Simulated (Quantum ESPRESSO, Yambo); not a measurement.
RbCdF$_{3}$ (cubic perovskite, space group Pm-3m, No. 221): one geometry, one set of PBEsol (Quantum ESPRESSO, PseudoDojo norm-conserving, 102 Ry, without SOC) orbitals, self-energies from Yambo (4×4×4 Γ-centred k mesh, bands 5 to 132 and a 7 Ry block in the screening, 132 bands in G with the Bruneval-Gonze terminator, plasmon pole fitted at 27.2 eV).

```json
[
 {"level": "PBEsol (Quantum ESPRESSO)", "gap R → Γ (eV)": "3.08", "direct gap at Γ (eV)": "4.60"},
 {"level": "exchange only (Hartree-Fock self-energy on PBEsol orbitals)", "gap R → Γ (eV)": "…", "direct gap at Γ (eV)": "…"},
 {"level": "static COHSEX@PBEsol", "gap R → Γ (eV)": "6.86", "direct gap at Γ (eV)": "8.91"},
 {"level": "G0W0@PBEsol, plasmon pole", "gap R → Γ (eV)": "…", "direct gap at Γ (eV)": "…"}
]
```

Problem. What belongs in the gaps?

Solution. 
- exchange only (Hartree-Fock self-energy on PBEsol orbitals), gap R → Γ (eV): 14.59
- exchange only (Hartree-Fock self-energy on PBEsol orbitals), direct gap at Γ (eV): 17.09
- G0W0@PBEsol, plasmon pole, gap R → Γ (eV): 6.21
- G0W0@PBEsol, plasmon pole, direct gap at Γ (eV): 7.93

Bare exchange has no screening and gives the widest gap; static COHSEX screens it but leaves out the frequency dependence, which G0W0 restores.

Convergence of the G0W0 settings was not tested.

Geometry of the Materials Project entry, not relaxed at this level; primitive cell a = b = c = 4.4250 Å, α = β = γ = 90.00°.

The structure is a Materials Project entry; no match was found in the copy of COD used, and its stability was not checked.
